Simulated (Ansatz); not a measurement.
An Ansatz (a first-principles code) run. Input:

Ansatz 0.2 input:
```yaml
crystal:
  lattice:
    - [1.4661229953, -6.3719428528, 0.0]
    - [1.4661229953, 6.3719428528, 0.0]
    - [0.0, 0.0, 2.8121992594]
  atoms:
    - { symbol: Al, position: [0.0, 0.0, 0.0] }
    - { symbol: Ru, position: [0.3579315663, 0.6420684337, 0.5] }
    - { symbol: Ru, position: [0.6420684337, 0.3579315663, 0.5] }
    - { symbol: B, position: [0.2097024352, 0.7902975648, 0.0] }
    - { symbol: B, position: [0.7902975648, 0.2097024352, 0.0] }
kpoints:
  mp_grid: { grid: [14, 14, 14] }
hamiltonian:
  xc: r2scan
  pseudopotentials: { kind: paw }
scf:
  occupations: { method: gaussian, width: 0.05 }
checkpoint: { read: metal.run }
output: { write_density: true, elf: true, volumetric_format: npy }
basis: { fft_grid_basis: typed }
```

Output (shortened):

```
Pseudopotential: Al, paw, valence charge 3
Pseudopotential: Ru, paw, valence charge 16
Pseudopotential: B, paw, valence charge 3
Functional definition: r2SCAN
Crystal: 5 atoms, lattice volume = 52.543 Å³
Basis set: ecut = 500 eV, 1317 PW (Γ), exchange–correlation on 192×192×96 points (64 copies of the dense FFT grid, shifted against one another)
Bands: 31, of which v1, the nominal top of the filled ones, is band 21 counted from 1 (20 counted from 0)
Symmetry: 8 space group operations
Space group: Cmmm (ITA 65), of the structure as read, at distance tolerance 3.7e-5 Å
k-points: 456 of 2744
Stability of the state it starts from, as read at its close in the unpolarized treatment …
iter 1 solved again at ethr=4.68e-8 eV; its pass at ethr=3.10e-3 eV (dr2=1.92e-5 eV) is discarded
SCF iter   1: F=—  HF=-12636.833418 eV  |F-HF|=—  |Δ(HF+E_count)|=         —  Δρ=5.80e-7  dr2=1.42e-10  dr2_τ=8.29e-12  ethr=4.68e-8  ⟨swp⟩=3.7  Hψ=103317  notcnv=0
preconditioner: auto → Kerker (q_TF=auto, 2.618 Å⁻¹)
SCF iter   2: F=-12636.833418 eV  HF=-12636.833418 eV  |F-HF|=1.09e-11  |Δ(HF+E_count)|=   2.10e-8  Δρ=2.81e-7  dr2=3.15e-11  dr2_τ=7.36e-12  ethr=1.00e-12  ⟨swp⟩=6.6  Hψ=58355  notcnv=0
SCF 1 converged in 2 iterations: F = -12636.833418 eV  dr2 = 3.15e-11
SCF converged after 2 iterations
Free energy (F): -12636.833418 eV
Harris-Foulkes:  -12636.833418 eV  (|F-HF|=1.09e-11)
Internal energy: -12636.831357 eV  (E = F + TS)
E sigma→0 (E₀):  -12636.832388 eV
Entropy (-TS):   -0.002061 eV (-0.412 meV/atom)
Fermi energy:    18.026187 eV
--- Per-component energies (eV) ---
  E_band       = -225.808548
  E_kinetic    = 1157.875889
  E_local      = -3786.269958  (includes V_loc(G=0)·N_el)
  E_nonlocal   = 718.954987
  E_hartree    = 1380.552876
  E_xc         = -471.191643
  E_vxc        = -653.154278  (∫ρ·V_xc dr)
  E_paw        = -7592.425452  (= ΣΔE_a)
  E_vpaw       = -467.833655  (= ΣTr[D̂ρ^β])
  E_aug_tail   = 0.000167  (compensation charges beyond the density's cutoff)
  E_vtau       = 43.512657  (kinetic-family band-sum trace: ∫τ·v_τ [+ j·A + Jᵃ·Aᵃ] dr)
  E_ewald      = -4043.609319
  E_core_change = -0.718903  (= ΣΔE_core)
  E_smearing   = -0.002061  (= −TS)
  E_closure    =  0.000000  (closes the sum)
  Σ components = -12636.833418   (vs F -12636.833418, Δ=0.00e0)
  [band-id]    e_kinetic+e_local+e_nonlocal+2·e_hartree+e_vxc+e_vpaw+e_augmentation_tail+e_vtau = -225.808440   (vs E_band -225.808548, Δ=1.08e-4)
--- Band table (eV; the first three rows and the last of 456) ---
  k-point 0: bands = ["-57.2763", "-57.2651", "-26.5117", "-26.4946", "-26.4721", "-26.4633", "-26.4394", "-26.3288", "3.6007", "8.1406", "8.8855", "12.2243", "12.7368", "12.8114", "13.0389", "13.9370", "16.3533", "16.6573", "16.8668", "16.9786", "17.1586", …
  k-point 1: bands = ["-57.2744", "-57.2632", "-26.5338", "-26.5160", "-26.4690", "-26.4610", "-26.4373", "-26.3265", "3.6856", "8.2629", "8.9014", "12.3052", "12.7730", "12.8049", "13.0294", "13.9499", "16.3737", "16.3751", "16.7342", "16.9077", "16.9449", …
  k-point 2: bands = ["-57.2689", "-57.2577", "-26.5949", "-26.5755", "-26.4609", "-26.4546", "-26.4313", "-26.3201", "3.9297", "8.6175", "8.9453", "12.5243", "12.6246", "12.9826", "12.9894", "14.0461", "15.7578", "16.2939", "16.3215", "16.5411", "16.9915", …
  k-point 455: bands = ["-57.2361", "-57.2263", "-26.9410", "-26.9180", "-26.4178", "-26.4014", "-26.3950", "-26.2961", "5.6437", "9.6295", "11.0129", "11.6586", "12.1912", "12.5961", "13.4146", "13.4783", "14.3309", "14.6645", "15.8698", "17.2652", …
```

Cost: around 23 core-seconds (rough) on shared cores.

The start of the workflow was typed in or built on a structure type; neither database checked (COD, Materials Project) lists it. Whether it is the stable phase at ambient conditions was not checked. Symmetry was held in the r²SCAN relaxation; its stability against distortions is not shown here. No spin polarisation was allowed. The volume moved by 17 % from the start of the relaxation. Spin–orbit coupling is left out wherever it is not named.

Potentials: the later of the program's two PAW sets.

Ansatz is a plane-wave DFT program.
